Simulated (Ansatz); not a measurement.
All numbers below come from DFT PBE, scalar-relativistic, plane waves, PAW in Ansatz. All cells share a 420 eV cutoff and Γ-centred k meshes spaced at most about 0.3 Å⁻¹ (about 0.25 or finer for metals, 2π included). Collinear spin in cells that started with moments and kept them past the coarse steps, no spin elsewhere.

Each of these unrelaxed guesses is relaxed in cell and atoms within its symmetry. A guess keeps its type if space group and coordination stay and the shape of the cell changes little (axis ratios within about 15 %, angles within 6°); the volume may change.

1. InReSe4 (collinear spin from parallel moments)

```cif
data_structure
_symmetry_space_group_name_H-M 'F-43m'
_symmetry_Int_Tables_number 216
_cell_length_a 8.3581
_cell_length_b 8.3581
_cell_length_c 8.3581
_cell_angle_alpha 90.000
_cell_angle_beta 90.000
_cell_angle_gamma 90.000
_cell_volume 583.88
loop_
_atom_site_label
_atom_site_type_symbol
_atom_site_symmetry_multiplicity
_atom_site_Wyckoff_symbol
_atom_site_fract_x
_atom_site_fract_y
_atom_site_fract_z
_atom_site_occupancy
In1 In 4 a 0.00000 0.00000 0.00000 1
Re1 Re 4 c 0.25000 0.25000 0.25000 1
Se1 Se 16 e 0.87548 0.37548 0.12452 1
```

2. TaSb4Au

```cif
data_structure
_symmetry_space_group_name_H-M 'F-43m'
_symmetry_Int_Tables_number 216
_cell_length_a 8.2680
_cell_length_b 8.2680
_cell_length_c 8.2680
_cell_angle_alpha 90.000
_cell_angle_beta 90.000
_cell_angle_gamma 90.000
_cell_volume 565.20
loop_
_atom_site_label
_atom_site_type_symbol
_atom_site_symmetry_multiplicity
_atom_site_Wyckoff_symbol
_atom_site_fract_x
_atom_site_fract_y
_atom_site_fract_z
_atom_site_occupancy
Ta1 Ta 4 c 0.25000 0.25000 0.25000 1
Sb1 Sb 16 e 0.62520 0.12520 0.12520 1
Au1 Au 4 a 0.00000 0.00000 0.00000 1
```

3. SrHgI3

```cif
data_structure
_symmetry_space_group_name_H-M 'P6_3/mmc'
_symmetry_Int_Tables_number 194
_cell_length_a 8.2650
_cell_length_b 8.2650
_cell_length_c 6.9426
_cell_angle_alpha 90.000
_cell_angle_beta 90.000
_cell_angle_gamma 120.000
_cell_volume 410.72
loop_
_atom_site_label
_atom_site_type_symbol
_atom_site_symmetry_multiplicity
_atom_site_Wyckoff_symbol
_atom_site_fract_x
_atom_site_fract_y
_atom_site_fract_z
_atom_site_occupancy
Sr1 Sr 2 d 0.33333 0.66667 0.75000 1
Hg1 Hg 2 a 0.00000 0.00000 0.00000 1
I1 I 6 h 0.83333 0.66667 0.75000 1
```

4. Rb2Fe (collinear spin from parallel moments)

```cif
data_structure
_symmetry_space_group_name_H-M 'P-3m1'
_symmetry_Int_Tables_number 164
_cell_length_a 4.6711
_cell_length_b 4.6711
_cell_length_c 10.0074
_cell_angle_alpha 90.000
_cell_angle_beta 90.000
_cell_angle_gamma 120.000
_cell_volume 189.10
loop_
_atom_site_label
_atom_site_type_symbol
_atom_site_symmetry_multiplicity
_atom_site_Wyckoff_symbol
_atom_site_fract_x
_atom_site_fract_y
_atom_site_fract_z
_atom_site_occupancy
Rb1 Rb 2 d 0.33333 0.66667 0.79160 1
Fe1 Fe 1 b 0.00000 0.00000 0.50000 1
```

Problem. Which keep their type?

Solution. Guesses 1, 2 and 4 keep their type.

```json
{"guess": "1", "kept": "yes", "start group": "F-43m", "end group": "F-43m", "V start (Å³/atom)": "24.3", "V end": "23.1", "b/a and c/a, end over start": "1.00, 1.00", "nearest neighbours start": "In 16, Re 16, Se 6", "nearest neighbours end": "In 16, Re 16, Se 6"}
{"guess": "2", "kept": "yes", "start group": "F-43m", "end group": "F-43m", "V start (Å³/atom)": "23.6", "V end": "25.5", "b/a and c/a, end over start": "1.00, 1.00", "nearest neighbours start": "Au 16, Sb 6, Ta 16", "nearest neighbours end": "Au 16, Sb 6, Ta 16"}
{"guess": "3", "kept": "no", "start group": "P6_3/mmc", "end group": "P6_3/mmc", "V start (Å³/atom)": "41.1", "V end": "43.3", "b/a and c/a, end over start": "1.00, 0.63", "nearest neighbours start": "Hg 6, I 2, Sr 12", "nearest neighbours end": "Hg 2, I 6, Sr 6"}
{"guess": "4", "kept": "yes", "start group": "P-3m1", "end group": "P-3m1", "V start (Å³/atom)": "63.0", "V end": "57.7", "b/a and c/a, end over start": "1.00, 0.92", "nearest neighbours start": "Fe 6, Rb 3", "nearest neighbours end": "Fe 6, Rb 3"}
```

Neighbours count within 15 % of an atom's shortest distance; end groups are read at 0.02 Å (0.05 Å in metals).

Spin–orbit coupling, which can matter for Au, Hg, I, Re, Sb and Ta, is left out. Another magnetic order may lie lower. Cells relaxed within their symmetry can be saddle points.
